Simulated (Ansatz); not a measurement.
B (α-B12), relaxed with r²SCAN (Ansatz, an electronic-structure program, plane waves, PAW): a = b = 4.899 Å, c = 12.514 Å, α = β = 90.00°, γ = 120.00°.

| Quantity | Result |
|---|---|
| gap (eV) | 1.60 |

The same phase is relaxed and computed with LDA in the same code. What are the cell and these values now?

a = b = 4.841 Å, c = 12.394 Å, α = β = 90.00°, γ = 120.00°.

- gap (eV) = 1.37

All cells were relaxed under the symmetry of their starts (and spin orders); stability against distortions was not tested throughout.

Potentials: the later of the program's two PAW sets.

Ansatz is a plane-wave DFT program.
